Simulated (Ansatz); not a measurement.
SrZn2As2:
```
CELL_PARAMETERS angstrom
      4.21424     0.00000     0.00000
     -2.10712     3.64964     0.00000
      0.00000     0.00000     7.27101
ATOMIC_POSITIONS crystal
  Sr 0.00000 0.00000 0.00000
  Zn 0.66667 0.33333 0.37141
  Zn 0.33333 0.66667 0.62859
  As 0.66667 0.33333 0.72781
  As 0.33333 0.66667 0.27219
```

r²SCAN (plane waves, PAW; program Ansatz) gives a gap of 0.72 eV without spin–orbit coupling, maximum at Γ, minimum on the Γ–A line, 19 % of the way from Γ.

What happens when spin–orbit coupling is switched on?

The gap decreases by 0.09 eV, to 0.63 eV; maximum at Γ, minimum on the Γ–A line, 19 % of the way from Γ.

Give the electron effective mass with spin–orbit coupling.

0.11, 0.11, 4.1 mₑ (principal values).

Give the hole effective mass with spin–orbit coupling.

0.12, 0.12, 0.54 mₑ (principal values).

Space group P-3m1. The workflow started from a Materials Project entry (that database holds measured and hypothetical structures alike); the Crystallography Open Database copy checked does not list it. Whether it is the stable phase at ambient conditions was not checked. Symmetry was held in the r²SCAN relaxation; its stability against distortions is not shown here.

Potentials: the later of the program's two PAW sets.
